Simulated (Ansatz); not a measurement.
How far is PAW off for TiPt3?

```
CELL_PARAMETERS angstrom
3.89700 0.00000 0.00000
0.00000 3.89700 0.00000
0.00000 0.00000 3.89700
ATOMIC_POSITIONS crystal
Ti 0.00000 0.00000 0.00000
Pt 0.00000 0.50000 0.50000
Pt 0.50000 0.00000 0.50000
Pt 0.50000 0.50000 0.00000
```

Atoms are numbered in the order listed.

The cell is COD entry 1539263, as deposited and not checked against the literature; nothing was relaxed. It is an old determination, and later ones may differ.

Spin–orbit coupling is left out, though it moves levels of the heavy atoms by tenths of an eV or more.

Methods: DFT, PBEsol, PAW with Ansatz's default frozen-core files, scalar-relativistic (Ansatz 0.2.0); DFT, PBEsol, all-electron LAPW, scalar-relativistic (Ansatz 0.2.0).

For PAW: a Γ-centred 9×9×9 k mesh, Fermi–Dirac smearing of 0.05 eV, cutoff 420 eV, no spin polarisation; the PAW files were made with PBE, and the program remakes their frozen cores for this functional. LAPW targets a basis error of 0.5 meV/atom. The Ansatz runs share mesh, smearing and spin set-up. Plane-wave (PAW) pressures include the program's estimate of the Pulay term.

Stress and pressure are positive in compression.

Levels count from the Fermi level.

PAW results:

```csv
quantity,PAW
pressure (GPa),0.52
highest filled level at R (eV),-0.463
lowest empty level at R (eV),1.208
highest filled level at M (eV),-2.295
lowest empty level at M (eV),0.210
highest filled level at Γ (eV),-0.530
lowest empty level at Γ (eV),0.032
```

(1) What does all-electron LAPW give for the same quantities?

Answers

(1) 
```csv
quantity,LAPW
pressure (GPa),0.50
highest filled level at R (eV),-0.461
lowest empty level at R (eV),1.209
highest filled level at M (eV),-2.295
lowest empty level at M (eV),0.209
highest filled level at Γ (eV),-0.527
lowest empty level at Γ (eV),0.033
```
